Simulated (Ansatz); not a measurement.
# TiO2 with phosphorus replacing Ti, one structure, two calculations

Cell: a supercell of TiO2 (rutile type, P4_2/mnm) built from a COD entry, with the ions relaxed around the defect (PBE).

```yaml
crystal:
  lattice:
    - [4.59220, 4.59220, 0.00000]
    - [-4.59220, 4.59220, 0.00000]
    - [0.00000, 0.00000, 8.87220]
  atoms:
    - { symbol: P, position: [0.00000, 0.00000, 0.00034] }
    - { symbol: Ti, position: [0.00000, 0.00000, 0.33315] }
    - { symbol: Ti, position: [0.00000, 0.00000, 0.66759] }
    - { symbol: Ti, position: [0.50000, 0.50000, 0.00044] }
    - { symbol: Ti, position: [0.50000, 0.50000, 0.33288] }
    - { symbol: Ti, position: [0.50000, 0.50000, 0.66798] }
    - { symbol: Ti, position: [0.50000, 0.00000, 0.16595] }
    - { symbol: Ti, position: [0.50000, 0.00000, 0.50058] }
    - { symbol: Ti, position: [0.50000, 0.00000, 0.83523] }
    - { symbol: Ti, position: [0.00000, 0.50000, 0.16249] }
    - { symbol: Ti, position: [0.00000, 0.50000, 0.50042] }
    - { symbol: Ti, position: [0.00000, 0.50000, 0.83825] }
    - { symbol: O, position: [0.28728, 0.00000, 0.00034] }
    - { symbol: O, position: [0.30233, 0.00000, 0.33255] }
    - { symbol: O, position: [0.30230, 0.00000, 0.66821] }
    - { symbol: O, position: [0.80233, 0.50000, 0.00032] }
    - { symbol: O, position: [0.80586, 0.50000, 0.32977] }
    - { symbol: O, position: [0.80585, 0.50000, 0.67090] }
    - { symbol: O, position: [0.50000, 0.30362, 0.16689] }
    - { symbol: O, position: [0.50000, 0.30404, 0.50035] }
    - { symbol: O, position: [0.50000, 0.30363, 0.83381] }
    - { symbol: O, position: [0.00000, 0.82014, 0.14357] }
    - { symbol: O, position: [0.00000, 0.80262, 0.50028] }
    - { symbol: O, position: [0.00000, 0.82016, 0.85710] }
    - { symbol: O, position: [0.71272, 0.00000, 0.00034] }
    - { symbol: O, position: [0.69767, 0.00000, 0.33255] }
    - { symbol: O, position: [0.69770, 0.00000, 0.66821] }
    - { symbol: O, position: [0.19767, 0.50000, 0.00032] }
    - { symbol: O, position: [0.19414, 0.50000, 0.32977] }
    - { symbol: O, position: [0.19415, 0.50000, 0.67090] }
    - { symbol: O, position: [0.50000, 0.69638, 0.16689] }
    - { symbol: O, position: [0.50000, 0.69596, 0.50035] }
    - { symbol: O, position: [0.50000, 0.69637, 0.83381] }
    - { symbol: O, position: [0.00000, 0.17986, 0.14357] }
    - { symbol: O, position: [0.00000, 0.19738, 0.50028] }
    - { symbol: O, position: [0.00000, 0.17984, 0.85710] }
```

Sites (sets of like atoms) are named by element and the number of their first atom in this list.

First run. Level of theory: DFT, PBE, plane waves and PAW, scalar-relativistic, collinear spin, 420 eV cutoff, Γ-centred 3×3×2 k-points, Fermi–Dirac smearing 0.01 eV (Ansatz 0.2.0). Start moments as typed (μB): 1 on each P, none on the rest.

| site | atom | V_zz (10²¹ V/m²) | η | m (μB) |
| --- | --- | --- | --- | --- |
| P | 1 | 4.10 | 0.06 | 0.01 |
| Ti2 | 2 | 3.82 | 0.34 | 0.10 |
| Ti3 | 3 | 3.83 | 0.33 | 0.11 |
| Ti10 | 10 | 7.05 | 0.40 | 0.05 |
| Ti11 | 11 | 1.73 | 0.88 | 0.04 |
| O13 | 13 | 10.11 | 0.39 | 0.00 |
| O14 | 14 | -2.40 | 0.89 | 0.00 |
| O16 | 16 | 2.31 | 0.86 | 0.00 |
| O17 | 17 | 1.90 | 0.65 | 0.00 |
| O18 | 18 | 1.90 | 0.64 | 0.00 |
| O19 | 19 | -2.47 | 0.88 | 0.00 |
| O20 | 20 | 2.17 | 0.93 | 0.00 |
| O22 | 22 | 10.17 | 0.58 | 0.00 |
| O23 | 23 | -2.96 | 0.22 | 0.00 |

Second run. The same atoms and settings, except that the functional is r2SCAN and the cutoff is 500 eV.

(1) What does the second run give?

Results:

(1) 

```csv
site,atom,V_zz,η,change of V_zz,m (μB)
P,1,4.46,0.03,+0.36,0.01
Ti2,2,3.35,0.59,-0.47,0.14
Ti3,3,3.36,0.58,-0.47,0.15
Ti10,10,6.97,0.41,-0.08,0.05
Ti11,11,1.91,0.61,+0.18,0.05
O13,13,10.39,0.42,+0.28,0.00
O14,14,-2.66,0.76,-0.26,0.00
O16,16,-2.49,0.98,–,0.00
O17,17,2.01,0.82,+0.11,0.00
O18,18,2.01,0.82,+0.11,0.00
O19,19,-2.78,0.77,-0.31,0.00
O20,20,-2.37,0.93,–,0.00
O22,22,10.64,0.57,+0.47,0.00
O23,23,-3.14,0.15,-0.18,-0.01
```

The largest change of V_zz along a kept axis is on Ti3, from 3.83 to 3.36. In per cent, |V_zz| changes by +9 on P, -12 to -1 on Ti, +3 to +13 on O (all sites that start above 2, bar those whose gradient vanishes or changes sign or whose main axis turns by over 40°). Where |V_zz| stays above 0.1 and the axes keep their order, η moves most on Ti11, from 0.88 to 0.61. On O16, O20 the largest principal value lies along another axis in the second run, so the two V_zz can't be compared directly. The table leaves out 6 of the 20 sites, with |V_zz| up to 7.06; their tensors move by 0.13 at most along any direction. The statements above cover all sites. The absolute magnetisation of the cell goes from 0.7 to 0.9 μB.

The defect repeats with the cell of 36 atoms, so it feels its images: sites between two images don't show the values beside a lone defect, and zeros or small values of η there can come from the images' arrangement. O and Ti carry a gradient in the pure host already, so the values there aren't the defect's effect alone. The defect cell has no gap above 0.1 eV on its mesh, so the values can hang on the smearing and the k-mesh. The run lost most of its start moments on P; a state with other moments may lie lower.
For the first run: The centre was started off its lattice site, so that it could distort.
For the second run: The program didn't check the stability of this electronic state in full, so a lower one may lie near. The cell keeps the host's lattice, where the r2SCAN pressure is -6 GPa.
